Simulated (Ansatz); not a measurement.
ReS$_{2}$ in space group R3m (No. 160; Re on 3a, S on 3a, S on 3a), the program Ansatz at the PBE level (PAW), all energies at zero smearing, with the estimated change up to a 700 eV cutoff added, with one set of potentials and settings (totals compare only within such a set). Cell of 3 atoms (1 Re, 2 S): -12673.008 eV.

| element | reference phase | E (eV/atom) |
|---|---|---|
| Re | P6_3/mmc, 2 atoms in the cell | -10868.0812 |
| S | Fddd, 32 atoms in the cell | -902.0599 |

Formation energy per atom, worked out: (-12673.008 − 1×(-10868.0812) − 2×(-902.0599))/3 = -0.269 eV/atom (-26 kJ per mol of atoms), at 0 K, without zero-point energy or fitted corrections.

A made-up cell: these elements were put on the sites of a structure type; neither database checked (COD, Materials Project) lists it. Whether it is the stable phase at ambient conditions was not checked. Symmetry was held in the PBE relaxation; its stability against distortions is not shown here. The run is not spin-polarised. A crystal of weakly bound layers computed without a dispersion correction: the cell and the soft elastic constants depend strongly on that. The references are the lowest solids computed at this level, not always the standard phases. Spin–orbit coupling is left out wherever it is not named.

Potentials: the later of the program's two PAW sets.
